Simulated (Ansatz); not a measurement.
## Does relaxation matter for the field gradients of WS2 with nitrogen replacing S?

Start: a supercell of WS2 (space group P6_3/mmc) built from a structure deposited in the COD (the entry's cell lengths or inner coordinates differ somewhat from later room-temperature determinations), with all atoms left at the host's positions.

Space group P3m1 (No. 156); a = 9.5400, c = 12.5000 Å, γ = 120.00°.

| site | Wyckoff | site symmetry | x | y | z |
| --- | --- | --- | --- | --- | --- |
| W1 | 1a | 3m. | 0.0000 | 0.0000 | 0.2500 |
| W2 | 6e | 1 | 0.0000 | 0.3333 | 0.2500 |
| W6 | 1b | 3m. | 0.3333 | 0.6667 | 0.2500 |
| W8 | 1c | 3m. | 0.6667 | 0.3333 | 0.2500 |
| W10 | 3d | .m. | 0.1111 | 0.8889 | 0.7500 |
| W12 | 3d | .m. | 0.1111 | 0.5556 | 0.7500 |
| W14 | 3d | .m. | 0.4444 | 0.2222 | 0.7500 |
| N | 1a | 3m. | 0.0000 | 0.0000 | 0.6250 |
| S20 | 6e | 1 | 0.0000 | 0.3333 | 0.6250 |
| S24 | 1b | 3m. | 0.3333 | 0.6667 | 0.6250 |
| S26 | 1c | 3m. | 0.6667 | 0.3333 | 0.6250 |
| S28 | 3d | .m. | 0.1111 | 0.8889 | 0.1250 |
| S30 | 3d | .m. | 0.1111 | 0.5556 | 0.1250 |
| S32 | 3d | .m. | 0.4444 | 0.2222 | 0.1250 |
| S37 | 1a | 3m. | 0.0000 | 0.0000 | 0.8750 |
| S38 | 6e | 1 | 0.0000 | 0.3333 | 0.8750 |
| S42 | 1b | 3m. | 0.3333 | 0.6667 | 0.8750 |
| S44 | 1c | 3m. | 0.6667 | 0.3333 | 0.8750 |
| S46 | 3d | .m. | 0.1111 | 0.8889 | 0.3750 |
| S48 | 3d | .m. | 0.1111 | 0.5556 | 0.3750 |
| S50 | 3d | .m. | 0.4444 | 0.2222 | 0.3750 |

One atom of each set is listed.

The numbers come from a DFT calculation in Ansatz (PBE, plane waves and PAW, scalar-relativistic, 420 eV cutoff, Γ-centred 3×3×2 k-points, Fermi–Dirac smearing 0.01 eV, cell charge -1).

The largest force at the start is 4.8 eV/Å. Relaxing the ions at fixed cell moves them by 0.500 Å at most (atom 19, N) and 0.078 Å rms.

```json
{"site": "W1", "moved (Å)": "0.004", "first shell before": "6 S at 2.41 Å", "first shell after": "6 S at 2.42 Å", "V_zz before (10²¹ V/m²)": "-18.21", "η before": "0.00"}
{"site": "W2", "moved (Å)": "0.002", "first shell before": "6 S at 2.41 Å", "first shell after": "6 S at 2.42 Å", "V_zz before (10²¹ V/m²)": "-18.07", "η before": "0.01"}
{"site": "W10", "moved (Å)": "0.097", "first shell before": "5 S at 2.41 Å, 1 N at 2.41 Å", "first shell after": "1 N at 2.04 Å, 5 S at 2.42–2.43 Å", "V_zz before (10²¹ V/m²)": "-16.58", "η before": "0.27"}
{"site": "W12", "moved (Å)": "0.035", "first shell before": "6 S at 2.41 Å", "first shell after": "6 S at 2.41–2.44 Å", "V_zz before (10²¹ V/m²)": "-17.04", "η before": "0.18"}
{"site": "W14", "moved (Å)": "0.028", "first shell before": "6 S at 2.41 Å", "first shell after": "6 S at 2.42 Å", "V_zz before (10²¹ V/m²)": "-16.90", "η before": "0.19"}
{"site": "N", "moved (Å)": "0.500", "first shell before": "3 W at 2.41 Å", "first shell after": "3 W at 2.04 Å", "V_zz before (10²¹ V/m²)": "-0.61", "η before": "0.00"}
{"site": "S37", "moved (Å)": "0.133", "first shell before": "3 W at 2.41 Å", "first shell after": "3 W at 2.43 Å", "V_zz before (10²¹ V/m²)": "-4.95", "η before": "0.00"}
{"site": "S38", "moved (Å)": "0.030", "first shell before": "3 W at 2.41 Å", "first shell after": "3 W at 2.42 Å", "V_zz before (10²¹ V/m²)": "-4.44", "η before": "0.16"}
{"site": "S42", "moved (Å)": "0.034", "first shell before": "3 W at 2.41 Å", "first shell after": "3 W at 2.41 Å", "V_zz before (10²¹ V/m²)": "-4.31", "η before": "0.00"}
{"site": "S44", "moved (Å)": "0.021", "first shell before": "3 W at 2.41 Å", "first shell after": "3 W at 2.42 Å", "V_zz before (10²¹ V/m²)": "-4.54", "η before": "0.00"}
```

Question: What are V_zz and η after the relaxation?

Answer: 

```
site  V_zz after  η after  change of V_zz
  W1      -17.73     0.00           +0.48
  W2      -17.63     0.00           +0.44
 W10      -19.38     0.06           -2.80
 W12      -16.49     0.10           +0.55
 W14      -16.49     0.01           +0.41
   N       -2.44     0.00           -1.83
 S37       -4.96     0.00           -0.01
 S38       -4.62     0.14           -0.18
 S42       -4.50     0.00           -0.19
 S44       -4.32     0.00           +0.22
```

The largest change of V_zz is on W10, from -16.58 to -19.38. Where |V_zz| stays above 0.1, η moves most on W10, from 0.27 to 0.06. The table leaves out 11 of the 21 sites, with |V_zz| up to 17.99; their tensors move by 0.46 at most along any direction. The statements above cover all sites. The host's own positions weren't relaxed first, so part of the change far from the defect can be the host's relaxation.

The defect repeats with the cell of 54 atoms, so it feels its images: sites between two images don't show the values beside a lone defect, and zeros or small values of η there can come from the images' arrangement. S and W carry a gradient in the pure host already, so the values there aren't the defect's effect alone. A uniform background compensates the cell's charge. Without spin–orbit coupling the gradients at and beside W can be off by some per cent, at some sites by more.
Before: With a gap of 0.8 eV on this mesh, small gradients can still move by 0.1 × 10²¹ V/m² or more as the k-mesh gets denser. The neighbours have not yet relaxed around the defect (largest force 4.8 eV/Å), so the values at and beside it are those of a strained start, not of the defect in a real crystal.
After: The relaxation keeps the site symmetry 3m of the start, so the impurity can move only along its axis; a start off the site could end lower.
